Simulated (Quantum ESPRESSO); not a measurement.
## Kohn-Sham bands of LiNbF$_{6}$ (R-3)

```
CELL_PARAMETERS angstrom
     -2.55732     4.42940     0.00000
     -5.11463     0.00000     0.00000
     -2.55732     1.47647     4.55700
ATOMIC_POSITIONS crystal
  Li 0.50000 0.50000 0.50000
  Nb 0.00000 0.00000 0.00000
  F  0.36355 0.75325 0.75505
  F  0.63645 0.24675 0.24495
  F  0.75325 0.12815 0.75505
  F  0.24675 0.87185 0.24495
  F  0.12815 0.36355 0.75505
  F  0.87185 0.63645 0.24495
```

Cell from Materials Project (mp-1078799), symmetrised, no further relaxation. Not found in the COD (Crystallography Open Database) copy used; not checked further. Level: PBEsol, spinors with spin-orbit coupling; pw.x of Quantum ESPRESSO at 68 Ry with PseudoDojo potentials, 4×4×4 k-points, Wannier90. Density: 8×8×8 mesh, Gaussian smearing 0.01 Ry.

Question: List the Kohn-Sham levels between −8 and 8.3 eV relative to the valence-band maximum at the high-symmetry points, as a band run of pw.x on that density gives them (levels within 2 meV counted together).

Answer: 
| point | k (reciprocal lattice) | levels (eV) |
|---|---|---|
| Γ | 0.000 0.000 0.000 | -3.16 (×2), -3.15 (×2), -2.93 (×2), -2.59 (×2), -2.52 (×2), -2.49 (×2), -1.85 (×2), -1.78 (×2), -1.61 (×2), -0.82 (×2), -0.40 (×2), -0.39 (×2), -0.35 (×2), -0.27 (×2), -0.22 (×2), -0.21 (×2), -0.03 (×2), 0.00 (×2), 5.36 (×2), 5.37 (×2), 5.49 (×2) |
| T | 0.000 0.000 0.500 | -3.48 (×2), -3.47 (×2), -2.66 (×2), -2.26 (×2), -2.23 (×2), -2.11 (×2), -1.80 (×2), -1.33 (×2), -1.32 (×2), -1.30 (×2), -0.73 (×2), -0.70 (×2), -0.50 (×2), -0.44 (×2), -0.27 (×2), -0.24 (×2), -0.16 (×2), -0.14 (×2), 5.40 (×2), 5.44 (×2), 5.55 (×2) |
| H_2 | -0.263 -0.527 0.237 | -3.59 (×2), -3.34 (×2), -2.57 (×2), -2.51 (×2), -2.28 (×2), -1.93 (×2), -1.57 (×2), -1.36 (×2), -1.19 (×2), -1.11 (×2), -0.97 (×2), -0.67 (×2), -0.58 (×2), -0.58 (×2), -0.52 (×2), -0.21 (×2), -0.12 (×2), -0.09 (×2), 5.35 (×2), 5.39 (×2), 5.51 (×2) |
| H_0 | -0.473 -0.737 -0.237 | -3.59 (×2), -3.34 (×2), -2.57 (×2), -2.51 (×2), -2.28 (×2), -1.93 (×2), -1.57 (×2), -1.36 (×2), -1.19 (×2), -1.11 (×2), -0.97 (×2), -0.67 (×2), -0.58 (×2), -0.58 (×2), -0.52 (×2), -0.21 (×2), -0.12 (×2), -0.09 (×2), 5.35 (×2), 5.39 (×2), 5.51 (×2) |
| L | 0.000 -0.500 0.000 | -3.49 (×2), -3.35 (×2), -2.91 (×2), -2.41 (×2), -2.07 (×2), -2.03 (×2), -1.99 (×2), -1.55 (×2), -1.33 (×2), -1.01 (×2), -0.80 (×2), -0.68 (×2), -0.34 (×2), -0.29 (×2), -0.25 (×2), -0.24 (×2), -0.18 (×2), -0.07 (×2), 5.28 (×2), 5.36 (×2), 5.49 (×2) |
| S_0 | -0.368 -0.737 -0.368 | -3.62 (×2), -3.29 (×2), -2.64 (×2), -2.37 (×2), -2.31 (×2), -2.05 (×2), -1.61 (×2), -1.29 (×2), -1.20 (×2), -1.12 (×2), -0.96 (×2), -0.79 (×2), -0.66 (×2), -0.53 (×2), -0.32 (×2), -0.19 (×2), -0.15 (×2), -0.07 (×2), 5.33 (×2), 5.38 (×2), 5.50 (×2) |
| S_2 | -0.368 -0.632 0.000 | -3.62 (×2), -3.29 (×2), -2.64 (×2), -2.37 (×2), -2.31 (×2), -2.05 (×2), -1.61 (×2), -1.29 (×2), -1.20 (×2), -1.12 (×2), -0.96 (×2), -0.79 (×2), -0.66 (×2), -0.53 (×2), -0.32 (×2), -0.19 (×2), -0.15 (×2), -0.07 (×2), 5.33 (×2), 5.38 (×2), 5.50 (×2) |
| F | -0.500 -0.500 0.000 | -3.72 (×2), -3.21 (×2), -2.70 (×2), -2.28 (×2), -1.93 (×2), -1.82 (×2), -1.68 (×2), -1.62 (×2), -1.52 (×2), -1.11 (×2), -1.00 (×2), -0.76 (×2), -0.68 (×2), -0.33 (×2), -0.29 (×2), -0.29 (×2), -0.25 (×2), -0.04 (×2), 5.34 (×2), 5.40 (×2), 5.53 (×2) |
